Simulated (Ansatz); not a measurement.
Sn₂Ir:
```
Sn2Ir
1.0
    0.00000     3.18281     3.18281
    3.18281     0.00000     3.18281
    3.18281     3.18281     0.00000
Sn Ir
2 1
Direct
  0.75000   0.75000   0.75000
  0.25000   0.25000   0.25000
  0.00000   0.00000   0.00000
```

Relaxed with r²SCAN. Special points in fractions of this cell's reciprocal vectors: Γ (0.000, 0.000, 0.000); X (0.500, 0.000, 0.500); U (0.625, 0.250, 0.625); K (0.375, 0.375, 0.750); L (0.500, 0.500, 0.500); W (0.500, 0.250, 0.750).

### Question
List the band energies nearest the Fermi level at these points for DFT-r²SCAN in the program Ansatz with PAW potentials.

### Answer
In eV from the Fermi level; about four levels below and three above (degenerate sets whole), none deeper than 8.9 eV; points with the same levels are listed once.

```json
[
 {"k": "Γ", "below": "-4.52 -4.52 -4.52 -2.24 -2.24 -1.97", "above": "3.77 3.77 3.77"},
 {"k": "X", "below": "-2.52 -2.52 -2.27 -2.06", "above": "1.49 3.62 8.68 8.68"},
 {"k": "U", "below": "-2.76 -2.21 -1.58 -1.23", "above": "2.10 4.99 6.05"},
 {"k": "L", "below": "-2.13 -2.13 -0.04 -0.04", "above": "1.63 2.87 4.42 4.42"},
 {"k": "W", "below": "-2.54 -2.54 -2.50 -2.10 -0.85", "above": "3.65 3.65 5.80"}
]
```

Space group Fm-3m (fluorite or antifluorite type). The first step of the workflow began from a Materials Project structure, measured or hypothetical; the Crystallography Open Database files this formula in space group No. 225, but the cells were not matched. Whether it is the stable phase at ambient conditions was not checked. The r²SCAN relaxation kept the symmetry of its start; whether a distortion lowers the energy is not shown. No spin polarisation was allowed. Scalar-relativistic: spin–orbit coupling is off unless named, which matters more the heavier the elements.

Potentials: the later of the program's two PAW sets.
